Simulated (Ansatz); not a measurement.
MgCdS2 in space group P4/mmm (No. 123; Mg on 1d, Cd on 1a, S on 1b, S on 1c), plane-wave PAW r²SCAN (Ansatz code). The conduction-band minimum lies at M, with 1 equivalent valley. Second derivatives d²E/dk² of the lowest band at one valley (eV·Å²), along Cartesian directions:

```json
[
 {"direction": "[100]", "d²E/dk²": "29.25"},
 {"direction": "[010]", "d²E/dk²": "29.25"},
 {"direction": "[001]", "d²E/dk²": "41.05"},
 {"direction": "[110]", "d²E/dk²": "29.25"},
 {"direction": "[101]", "d²E/dk²": "35.13"},
 {"direction": "[011]", "d²E/dk²": "35.13"}
]
```

Problem. Find the principal effective masses, the density-of-states mass and the conductivity mass.

Solution. Off-diagonal terms follow from H_xy = H[110] − (H_xx + H_yy)/2, and m*/mₑ = 7.620 eV·Å² over each eigenvalue: 0.19, 0.26, 0.26. One valley's DOS mass (m₁m₂m₃)^(1/3) = 0.23, conductivity mass 3/(Σ 1/mᵢ) = 0.23 mₑ.

Problem. What effective density of states Nc follows at 300 K for parabolic valleys?

Solution. Nc = 2.509e19 × 1 × (0.23)^(3/2) ≈ 2.8e18 cm⁻³.

Problem. With the computed static dielectric constant 22.8 (mean of the diagonal), estimate a hydrogenic donor's binding energy and radius.

Solution. E = 13.606 eV × 0.23/22.8² ≈ 6.0 meV; a = 0.529 Å × ε/m* ≈ 52 Å. Semilocal masses tend to be too small where the gap is.

The workflow started from a Materials Project entry (that database holds measured and hypothetical structures alike); the Crystallography Open Database copy checked does not list it. With Mg and Cd taken as one species the cell has the higher symmetry Fm-3m, so it may be an ordered model of a mixed-site phase. Whether it is the stable phase at ambient conditions was not checked. The cell was relaxed with r²SCAN under the symmetry of its start; of distortions, only those at the zone centre were tested. Spin–orbit coupling is left out wherever it is not named.

Potentials: the later of the program's two PAW sets.
